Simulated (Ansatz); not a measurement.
**SrFe₃ (AuCu3-type structure)**

The computed numbers are results of PBEsol, scalar-relativistic (collinear spin) in the plane-wave PAW code Ansatz at 420 eV, Γ-centred 8×8×8 mesh, 0.05 eV Gaussian smearing. The datasets are Ansatz's generated set soft_2.

```cif
data_structure
_symmetry_space_group_name_H-M 'P 1'
_symmetry_Int_Tables_number 1
_cell_length_a 4.0011
_cell_length_b 4.0011
_cell_length_c 4.0011
_cell_angle_alpha 90.000
_cell_angle_beta 90.000
_cell_angle_gamma 90.000
_cell_volume 64.05
loop_
_atom_site_label
_atom_site_type_symbol
_atom_site_fract_x
_atom_site_fract_y
_atom_site_fract_z
_atom_site_occupancy
Sr1 Sr 0.00000 0.00000 0.00000 1
Fe1 Fe 0.00000 0.50000 0.50000 1
Fe2 Fe 0.50000 0.50000 0.00000 1
Fe3 Fe 0.50000 0.00000 0.50000 1
```

The start was a prototype's sites filled with these elements, not a measured cell.

Magnetic state: ferromagnetic, site spin moments Sr -0.06; Fe 2.58 μB.

The cell above was scaled in volume, its shape and atoms being fixed by the lattice's symmetry. Energies are counted from the cell above.

Cell and atoms are those of this level's equilibrium.

| V (Å³/atom) | ΔE (meV/atom) | P from the stress (GPa) |
| --- | --- | --- |
| 15.372 | 6.75 | 3.46 |
| 15.692 | 1.66 | 1.66 |
| 16.013 | 0.00 | 0.00 |
| 16.333 | 1.49 | -1.49 |
| 16.653 | 5.79 | -2.87 |

Q: Do the energies and the pressures agree? Compare −ΔE/ΔV between neighbouring points (1 meV/Å³ = 0.1602 GPa) with the mean of their pressures.

A: 
```csv
interval (Å³/atom),−ΔE/ΔV (GPa),mean P (GPa)
15.37 to 15.69,2.5,2.6
15.69 to 16.01,0.8,0.8
16.01 to 16.33,-0.7,-0.7
16.33 to 16.65,-2.2,-2.2
```
They differ by 0.03 GPa at most.

Q: What do the two routes give for V0, B0 and B0′?

A: A third-order Birch–Murnaghan fit of the energies: V0 = 16.02 Å³/atom, B0 = 78 GPa, B0′ = 4.0. A polynomial of P in ln V, with B = −dP/d ln V at P = 0: V0 = 16.01 Å³/atom, B0 = 79 GPa, B0′ = 3.6. B0′ isn't converged to its last digit.

B0·V0 = 78.0 GPa × 16.02 Å³ = 7.80 eV/atom sets the scale: near the minimum ΔE ≈ ½ B0 V0 x², with x = V/V0 − 1, and a pressure of 0.8 GPa squeezes the volume by about 1 %. At the ends of the curve: x = −4.0 % predicts 6.3 meV/atom and the run gives 6.8; x = +4.0 % predicts 6.2 meV/atom and the run gives 5.8. The lopsidedness is anharmonic: atoms resist being pushed together more than being pulled apart.

Site moments are of spin, integrated over atomic spheres. A displaced or strained copy of the relaxed cell lay 0.5 meV/atom lower, so on this mesh the structure isn't a minimum; in a metal a finer mesh can change so small a difference. Only parallel moments were tried, so the real magnetic order may be another.
